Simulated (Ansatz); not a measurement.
In2O3 (bixbyite, Ia-3), DFT-r²SCAN in the program Ansatz with PAW potentials. The conduction-band minimum lies at Γ, with 1 equivalent valley. Second derivatives d²E/dk² of the lowest band at one valley (eV·Å²), along Cartesian directions:

| direction | d²E/dk² |
|---|---|
| [100] | 38.06 |
| [010] | 38.06 |
| [001] | 38.06 |
| [110] | 38.07 |
| [101] | 38.07 |
| [011] | 38.07 |

Problem. Find the principal effective masses, the density-of-states mass and the conductivity mass.

Solution. Off-diagonal terms follow from H_xy = H[110] − (H_xx + H_yy)/2, and m*/mₑ = 7.620 eV·Å² over each eigenvalue: 0.20, 0.20, 0.20. One valley's DOS mass (m₁m₂m₃)^(1/3) = 0.20, conductivity mass 3/(Σ 1/mᵢ) = 0.20 mₑ.

Problem. What effective density of states Nc follows at 300 K for parabolic valleys?

Solution. Nc = 2.509e19 × 1 × (0.20)^(3/2) ≈ 2.2e18 cm⁻³.

The r²SCAN relaxation kept the symmetry of its start. Scalar-relativistic: spin–orbit coupling is off unless named, which matters more the heavier the elements.

Potentials: the later of the program's two PAW sets.

Edges and masses are those of Kohn–Sham bands, whose gap is no quasiparticle gap.
